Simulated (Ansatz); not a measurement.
An Ansatz (a program for electronic structure) input:

Ansatz 0.2 input:
```yaml
crystal:
  lattice:
    - [6.1394044931, 1.5236998875, 0.0]
    - [-6.1394044931, 1.5236998875, 0.0]
    - [-1.3769222014, 0.0, 5.6441894161]
  atoms:
    - { symbol: Ga, position: [0.3412483732, 0.6587516268, 0.6855444407] }
    - { symbol: Ga, position: [0.6587516268, 0.3412483732, 0.3144555593] }
    - { symbol: Ga, position: [0.9095502329, 0.0904497671, 0.204714259] }
    - { symbol: Ga, position: [0.0904497671, 0.9095502329, 0.795285741] }
    - { symbol: O, position: [0.5037485554, 0.4962514446, 0.7440620702] }
    - { symbol: O, position: [0.4962514446, 0.5037485554, 0.2559379298] }
    - { symbol: O, position: [0.8267775191, 0.1732224809, 0.4372388416] }
    - { symbol: O, position: [0.1732224809, 0.8267775191, 0.5627611584] }
    - { symbol: O, position: [0.1652512133, 0.8347487867, 0.1094626324] }
    - { symbol: O, position: [0.8347487867, 0.1652512133, 0.8905373676] }
kpoints:
  mp_grid: { grid: [6, 6, 3] }
hamiltonian:
  xc: hse06
  pseudopotentials: { azcp: { folder: ./paw }, kind: paw }
scf:
  n_extra_bands: 10
  occupations: { method: fixed }
output:
  eigenvalues: true
  eigenstates:
    e_range: [-9.0, 11.3]
    kpoints:
      - [0.447917, 0.453125, -0.5]  # VBM
      - [0.0, 0.0, 0.0]  # CBM
      - [0.0, 0.0, 0.0]  # GAMMA
      - [-0.5, 0.5, 0.0]  # Y_2
      - [0.0, 0.0, 0.5]  # A
      - [-0.5, 0.5, 0.5]  # M_2
      - [0.0, 0.5, 0.0]  # V_2
      - [0.0, 0.5, 0.5]  # L_2
      - [0.2663152182, 0.2663152182, 0.0]  # C
      - [-0.2663152182, 0.7336847818, 0.0]  # C_2
      - [-0.2581428323, 0.7418571677, 0.5]  # D
      - [0.2581428323, 0.2581428323, 0.5]  # D_2
```

Q: How many symmetry operations and irreducible k-points will the run report?

A: 4 operations, 34 of 108 k-points.

Q: With a cutoff of 420 eV, how many plane waves at Γ?

A: 2045.

It took very roughly 12 core-minutes on shared server cores.

The points marked VBM and CBM come from a semilocal run.

Space group C2/m. The cell was relaxed with PBEsol under the symmetry of its start.

Potentials: the earlier of the program's two PAW sets.

Ansatz is a plane-wave DFT program.
